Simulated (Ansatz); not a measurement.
HfN: pressure against volume

A database entry relaxed whole under r2SCAN (Fm-3m):

```
CELL_PARAMETERS angstrom
0.00000 2.26294 2.26294
2.26294 0.00000 2.26294
2.26294 2.26294 0.00000
ATOMIC_POSITIONS crystal
Hf 0.00000 0.00000 0.00000
N 0.50000 0.50000 0.50000
```

The cell was scaled uniformly, its shape held, and the atoms relaxed at each volume with plane-wave PAW DFT (Ansatz 0.2.0; r2SCAN, 500 eV, 13×13×13 Γ-centred mesh, fermi-dirac occupations of width 0.100 eV; no spin, no spin-orbit coupling). One row is withheld.

| volume (Å³/atom) | energy over the lowest (meV/atom) | pressure (GPa) |
| --- | --- | --- |
| 10.893 | 40.7 | 19.91 |
| 11.125 | ? | ? |
| 11.357 | 4.2 | 5.99 |
| 11.588 | 0.0 | 0.04 |
| 11.820 | 4.0 | -5.31 |
| 12.052 | 15.3 | -10.13 |
| 12.284 | 33.3 | -14.47 |

**Question.** Fit the pressures of the other rows to the third-order Birch-Murnaghan form.

**Answer.** With f = [(V₀/V)^(2/3) − 1]/2 and P = 3B₀f(1 + 2f)^(5/2)[1 + 3(B₀′ − 4)f/2], least squares gives V₀ = 11.59 Å³ an atom, B₀ = 282 GPa and B₀′ = 4.2; the rows miss the fit by less than 0.01 GPa. The slope of the energies differs from these pressures by 0.09 GPa, since they are taken to zero smearing while pressures follow the free energy.

**Question.** What does the withheld row hold?

**Answer.** The fit gives 12.58 GPa at 11.125 Å³; the run gave 12.59 GPa and 17.4 meV an atom.

Caveats: the shape of the cell was held; 0 K, fixed nuclei; the symmetry was kept, and this need not be the phase that is stable at 0 K; one mesh for all volumes; pressure is positive in compression.
